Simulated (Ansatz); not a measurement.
The relaxed structure here is a generated cell of TaSi2: the first start was made by a random draw of sites in a space group, and the end was not matched to a known phase here, so it may be hypothetical. Known forms of TaSi2 include space group No. 181.

The end point of a relaxation of TaSi2. Space group P6/mmm (No. 191). These are PBEsol (plane waves to 420 eV, PAW, scalar-relativistic; Ansatz, an electronic-structure program) values and carry that method's errors.

```cif
data_Si2Ta
_chemical_formula_sum 'Si2 Ta1'
_space_group_name_H-M_alt 'P 1'
_space_group_IT_number 1
_cell_length_a 4.36567
_cell_length_b 4.36567
_cell_length_c 2.62695
_cell_angle_alpha 90.000
_cell_angle_beta 90.000
_cell_angle_gamma 120.000
loop_
_space_group_symop_operation_xyz
  'x, y, z'
loop_
_atom_site_label
_atom_site_type_symbol
_atom_site_fract_x
_atom_site_fract_y
_atom_site_fract_z
_atom_site_occupancy
Si1 Si 0.33333 0.66667 0.00000 1
Si2 Si 0.66667 0.33333 0.00000 1
Ta1 Ta 0.00000 0.00000 0.50000 1
```

* **Volume per atom**: 14.45 Å³
* **Density**: 9.08 g/cm³
* **Band gap**: no gap (metallic)
* **Shortest distances**: Si–Si 2.52 Å; Ta–Ta 2.63 Å; Si–Ta 2.84 Å
* **k-mesh**: 12×12×18

No spin polarisation in the result. The relaxed primitive cell holds an odd number of electrons. A magnetic state may lie lower.

The run could not lose the symmetry of its start: the end is stationary, and may be a saddle point rather than a minimum.

All atoms sit on sites fixed by symmetry, so only the cell could relax.
